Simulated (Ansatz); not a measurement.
A generator proposed this cell of GdAl₂N₃.

```cif
data_structure
_symmetry_space_group_name_H-M 'P 1'
_symmetry_Int_Tables_number 1
_cell_length_a 5.1953
_cell_length_b 5.1953
_cell_length_c 3.9491
_cell_angle_alpha 90.000
_cell_angle_beta 90.000
_cell_angle_gamma 120.000
_cell_volume 92.31
loop_
_atom_site_label
_atom_site_type_symbol
_atom_site_fract_x
_atom_site_fract_y
_atom_site_fract_z
_atom_site_occupancy
Gd1 Gd 0.00000 0.00000 0.00000 1
Al1 Al 0.66667 0.33333 0.00000 1
Al2 Al 0.33333 0.66667 0.00000 1
N1 N 0.50000 0.50000 0.50000 1
N2 N 0.50000 0.00000 0.50000 1
N3 N 0.00000 0.50000 0.50000 1
```

All numbers below come from DFT PBE, scalar-relativistic, plane waves, PAW in Ansatz 0.2.0. Plane waves to 420 eV, a k mesh through Γ of 6×6×4 on the computed 6-atom cell and Gaussian smearing (0.10 eV); collinear spin from starting moments 7.0 0.0 0.0 0.0 0.0 0.0 μB.

The zero of energy is the elements' standard structures at the same level (N₂ as a molecule); no fitted shifts are applied.

Question: What does a single point on this coarse mesh give?

Answer: The pressure is -16.1 GPa (the mean over three directions, positive in compression), the largest force is 0.00 eV/Å (symmetry fixes the atoms), and the energy is +1.15 eV/atom against the elements. The shortest distance is 2.48 Å.

Question: How much does it gain on relaxing, and where does it end?

Answer: Relaxing gains about 1.5 eV/atom (the start's value is from the coarse mesh, so the gain is rough) in 25 ionic steps and ends at −0.31 eV/atom on the finer mesh. The symmetry stays P6/mmm (No. 191). The volume per atom shrinks by 28.2 %, from 15.4 to 11.0 Å³. The shortest distance goes from 2.48 Å (Al–N) to 2.05 Å (Al–N). The ratio c/a of the conventional cell changes by a factor of 0.67. Conventional cell: a = 5.310 Å, c = 2.713 Å. Around Gd lie 2 Gd at 2.71 Å, 12 N at 2.98 Å and 6 Al at 3.07 Å; around Al lie 6 N at 2.05 Å, 2 Al at 2.71 Å, 3 Gd at 3.07 Å and 3 Al at 3.07 Å; N has 4 Al at 2.05 Å, 6 N at 2.66–2.71 Å and 4 Gd at 2.98 Å.

The last run used collinear spin, a 12×12×14 mesh (in the run's order of axes) for its 6-atom cell and Gaussian smearing of 0.10 eV. The 4f shell of Gd is treated without a Hubbard U, which places its levels poorly. The magnetic state reached may not be the lowest. The relaxation can't lower the symmetry of the start. Symmetry constrained the relaxation, so the result can be a saddle point.
